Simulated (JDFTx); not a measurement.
Zn(1 0 -1 0) slab cut from bulk Zn (space group P6_3/mmc, indices of the conventional cell, lattice of the Materials Project entry mp-79, not re-optimised): 8 atoms in 8 planes, a 1x1 cell of 12.74 Å² (|a| = 2.614, |b| = 4.873 Å), 7.5 Å between the outermost planes, cell height 23.5 Å, 8×4×1 k mesh, Fermi smearing 0.01 Ha, no spin polarisation.

Method: PBE, GBRV ultrasoft potentials, plane waves to 20/100 Ha, in a modified build of JDFTx. Vacuum. The outer atoms relax from bulk positions, keeping the cell's symmetry; the lattice is not PBE's own optimum in this code, and that strain can shift the moves by a few hundredths of an ångström. Input:

```
lattice \
  4.9404242400 0.0000000000 0.0000000000 \
  0.0000000000 9.2089377615 0.0000000000 \
  0.0000000000 0.0000000000 44.4085639287
coords-type Lattice
ion Zn 0.7500000000 0.7500000000 -0.1605746180 1
ion Zn 0.2500000000 0.2500000000 -0.1284596940 1
ion Zn 0.2500000000 0.7500000000 -0.0642298470 0
ion Zn 0.7500000000 0.2500000000 -0.0321149240 0
ion Zn 0.7500000000 0.7500000000 0.0321149240 0
ion Zn 0.2500000000 0.2500000000 0.0642298470 0
ion Zn 0.2500000000 0.7500000000 0.1284596940 1
ion Zn 0.7500000000 0.2500000000 0.1605746180 1
ion-species pseudo/zn_pbe_v1.upf
elec-cutoff 20 100
elec-ex-corr gga-PBE
coulomb-interaction Slab 001
coulomb-truncation-embed 0 0 0
kpoint-folding 8 4 1
elec-smearing Fermi 0.01
lcao-params 10
elec-n-bands 98
electronic-scf nIterations 100 energyDiffThreshold 1e-07
ionic-minimize nIterations 10 energyDiffThreshold 1e-5 knormThreshold 4e-4
dump-name vac.$VAR
dump End State Ecomponents EigStats BandEigs Forces ElecDensity IonicPositions Fillings Kpoints Dtot
```

### Question
How far do the free atoms of the upper face move along the normal, and how much energy is released?

### Answer
Zn (atom 8) 0.08 Å, Zn (atom 7) 0.42 Å (positive: outward). The free energy falls by 0.247 eV per cell, 155 mJ/m².
